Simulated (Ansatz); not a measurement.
YbGe$_{2}$ in space group P6/mmm (No. 191; Yb on 1a, Ge on 2d) at seven volumes, DFT-PBE in the program Ansatz with PAW potentials, shape and atoms relaxed at each. One row is withheld.

| V (Å³/atom) | P (GPa) |
|---|---|
| 20.301 | 5.10 |
| 20.970 | ? |
| 21.639 | 1.46 |
| 22.308 | 0.00 |
| 22.978 | -1.25 |
| 23.647 | -2.31 |
| 24.316 | -3.24 |

Fit the shown pressures and predict the withheld one.

Third-order Birch–Murnaghan: P = (3/2)B₀(x^(7/2) − x^(5/2))[1 + (3/4)(B′ − 4)(x − 1)] with x = (V₀/V)^(2/3). Least squares on the six rows gives V₀ = 22.310 Å³/atom, B₀ = 44.72 GPa, B′ = 4.01. At V = 20.970, x = 1.0422 and P = 3.14 GPa. The run itself gave 3.15 GPa.

The cell is a constructed one: a structure type filled with these elements; neither database checked (COD, Materials Project) lists it. Whether it is the stable phase at ambient conditions was not checked. Symmetry was held in the PBE relaxation; its stability against distortions is not shown here. The workflow began spin-polarised and lost its moments. The 4f shell is in the valence. No Hubbard U is applied. Scalar-relativistic: spin–orbit coupling is off unless named, which matters more the heavier the elements.

Potentials: the later of the program's two PAW sets.
